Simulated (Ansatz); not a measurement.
The guess for TaC₅ was made by a generator: random cell by space group and Wyckoff sites (I4/mmm, No. 139). The dimensions are guesses.

```cif
data_structure
_symmetry_space_group_name_H-M 'P 1'
_symmetry_Int_Tables_number 1
_cell_length_a 5.4545
_cell_length_b 5.4545
_cell_length_c 5.4545
_cell_angle_alpha 128.108
_cell_angle_beta 128.108
_cell_angle_gamma 76.450
_cell_volume 97.61
loop_
_atom_site_label
_atom_site_type_symbol
_atom_site_fract_x
_atom_site_fract_y
_atom_site_fract_z
_atom_site_occupancy
Ta1 Ta 0.50000 0.50000 0.00000 1
C1 C 0.62568 0.12568 0.50000 1
C2 C 0.12568 0.62568 0.50000 1
C3 C 0.37432 0.87432 0.50000 1
C4 C 0.87432 0.37432 0.50000 1
C5 C 0.00000 0.00000 0.00000 1
```

All numbers below come from Ansatz, DFT PBE, scalar-relativistic, plane waves, PAW. Cutoff 420 eV, Gaussian smearing, Γ-centred meshes. Cell and atoms relax first on a coarse mesh and then on a finer one. In between, the cell is made exact in the group found at 0.06 Å. In metals the finer mesh still leaves noise of several meV/atom or more. The steps can't lower the symmetry of their start. No spin polarisation.

A guess keeps its type if space group and coordination stay and the shape of the cell changes little (axis ratios within about 15 %, angles within 6°); the volume may change.

Question: Will the relaxed cell still be of the starting type?

Answer: It doesn't keep its type. The symmetry stays I4/mmm (No. 139). The volume per atom shrinks by 43.7 %, from 16.3 to 9.2 Å³. The shortest distance goes from 2.13 Å (C–C) to 1.33 Å (C–C). The ratio c/a of the conventional cell changes by a factor of 0.65. Counting neighbours within 15 % of an atom's shortest distance, the start has C 2/8, Ta 8 and the end C 2/10, Ta 10. In detail, at the end Ta is surrounded by 8 C at 2.37 Å and 2 C at 2.66 Å; C on a site of symmetry 2mm has 2 C at 1.33–1.34 Å, 2 C at 2.37 Å and 2 Ta at 2.37 Å; C on a site of symmetry 4/mmm is surrounded by 8 C at 2.37 Å and 2 Ta at 2.66 Å.

```xyz
6
Lattice="-2.2701 2.2701 2.6641 2.2701 -2.2701 2.6641 2.2701 2.2701 -2.6641" Properties=species:S:1:pos:R:3 pbc="T T T"
Ta    0.0000    0.0000    2.6641
C     0.0000    2.2701    0.6688
C     2.2701    0.0000    0.6688
C     2.2701    0.0000    1.9953
C     0.0000    2.2701    1.9953
C     0.0000    0.0000    0.0000
```

The zero of energy is the elements' standard structures at the same level; no fitted shifts are applied.

Question: At what energy does it end?

Answer: +1.89 eV/atom. A positive value: parting into the elements would lower its energy.

The last run used a 12×12×12 mesh for its 6-atom cell and Gaussian smearing of 0.10 eV. Spin–orbit coupling, which can matter for Ta, is left out. The cell is a metal run without spin; a magnetic state may lie lower. The reference form of C is held partly by dispersion forces, which this level lacks. A structure relaxed within its symmetry needn't be a true minimum. Another cell of TaC5 relaxed alike, in C222, lies 0.58 eV/atom lower, so this cell isn't the stable form at this level.

In counts of neighbours, a slash parts the counts of unlike sites.
